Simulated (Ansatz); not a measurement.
LiCl:
```cif
data_Cl4Li4
_chemical_formula_sum 'Li4 Cl4'
_space_group_name_H-M_alt 'Fm-3m'
_space_group_IT_number 225
_space_group_name_Hall '-F 4 2 3'
_cell_length_a 5.06376
_cell_length_b 5.06376
_cell_length_c 5.06376
_cell_angle_alpha 90.000
_cell_angle_beta 90.000
_cell_angle_gamma 90.000
loop_
_atom_site_label
_atom_site_type_symbol
_atom_site_symmetry_multiplicity
_atom_site_Wyckoff_symbol
_atom_site_fract_x
_atom_site_fract_y
_atom_site_fract_z
_atom_site_occupancy
Li1 Li 4 a 0.00000 0.00000 0.00000 1
Cl1 Cl 4 b 0.50000 0.50000 0.50000 1
```
(The calculation used a cell of 2 atoms; values per cell refer to that cell.)

This is the PBEsol-relaxed structure.

Problem. All from plane-wave PAW PBEsol (Ansatz code), unless another level is named. Predict the HSE06 gap on the PBEsol cell.

Solution. 7.96 eV.

Problem. Give the hole effective mass.

Solution. 0.57, 1.9, 13 mₑ (principal values).

Problem. Next, the weight of the conduction-edge state by species (Voronoi cells)?

Solution. Li 55 %, Cl 45 %.

Problem. What about the conduction-band minimum?

Solution. at Γ.

The cell was relaxed with PBEsol under the symmetry of its start.

Potentials: the later of the program's two PAW sets.
